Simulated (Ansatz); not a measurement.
Input:

Sr₂TaNO₃:
```cif
data_NO3Sr2Ta
_chemical_formula_sum 'Ta1 O3 N1 Sr2'
_space_group_name_H-M_alt 'P 1'
_space_group_IT_number 1
_cell_length_a 7.08911
_cell_length_b 7.08911
_cell_length_c 7.08911
_cell_angle_alpha 147.603
_cell_angle_beta 147.603
_cell_angle_gamma 46.472
loop_
_space_group_symop_operation_xyz
  'x, y, z'
loop_
_atom_site_label
_atom_site_type_symbol
_atom_site_fract_x
_atom_site_fract_y
_atom_site_fract_z
_atom_site_occupancy
Ta1 Ta 0.99124 0.99124 0.00000 1
O1 O 0.50677 0.00677 0.50000 1
O2 O 0.00677 0.50677 0.50000 1
O3 O 0.16019 0.16019 0.00000 1
N1 N 0.84496 0.84496 0.00000 1
Sr1 Sr 0.34242 0.34242 0.00000 1
Sr2 Sr 0.64766 0.64766 0.00000 1
```

This is the PBEsol-relaxed structure.

Q: All from DFT-PBEsol in the program Ansatz with PAW potentials, unless another level is named. Give the electronic dielectric constant ε∞ (DFPT).

A: 5.00 (xx = yy), 5.29 (zz).

Q: What about the Born charges (a third of the trace)?

A: Ta +6.65, O -2.98 to -2.83, N -2.85, Sr +2.43 to +2.57 e.

Space group I4mm. The start of the workflow was typed in or built on a structure type; neither database checked (COD, Materials Project) lists it. Its standing as an ambient phase is unchecked. The PBEsol relaxation kept the symmetry of its start; whether a distortion lowers the energy is not shown. No spin polarisation was allowed. Spin–orbit coupling is left out wherever it is not named.

Potentials: the earlier of the program's two PAW sets. The files were generated under PBE; for other functionals the program regenerates the frozen cores, and for LDA and PBEsol the local potential too.
